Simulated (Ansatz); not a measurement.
SiBCN in space group R3m (No. 160; B on 3a, N on 3a, Si on 3a, C on 3a), r²SCAN in the plane-wave PAW code Ansatz. The conduction-band minimum lies at F, with 3 equivalent valleys. Second derivatives d²E/dk² of the lowest band at one valley (eV·Å²), along Cartesian directions:

| direction | d²E/dk² |
|---|---|
| [100] | 20.99 |
| [010] | 22.75 |
| [001] | 23.63 |
| [110] | 20.35 |
| [101] | 15.33 |
| [011] | 19.16 |

Problem. Find the principal effective masses, the density-of-states mass and the conductivity mass.

Solution. Off-diagonal terms follow from H_xy = H[110] − (H_xx + H_yy)/2, and m*/mₑ = 7.620 eV·Å² over each eigenvalue: 0.25, 0.32, 0.56. One valley's DOS mass (m₁m₂m₃)^(1/3) = 0.36, conductivity mass 3/(Σ 1/mᵢ) = 0.34 mₑ.

Problem. What effective density of states Nc follows at 300 K for parabolic valleys?

Solution. Nc = 2.509e19 × 3 × (0.36)^(3/2) ≈ 1.6e19 cm⁻³.

The start of the workflow was typed in or built on a structure type; neither database checked (COD, Materials Project) lists it. Whether it is the stable phase at ambient conditions was not checked. Symmetry was held in the r²SCAN relaxation; whether a distortion lowers the energy is not shown. The volume moved by -18 % from the start of the relaxation.

Potentials: the earlier of the program's two PAW sets.

Edges and masses are those of Kohn–Sham bands, whose gap is no quasiparticle gap.
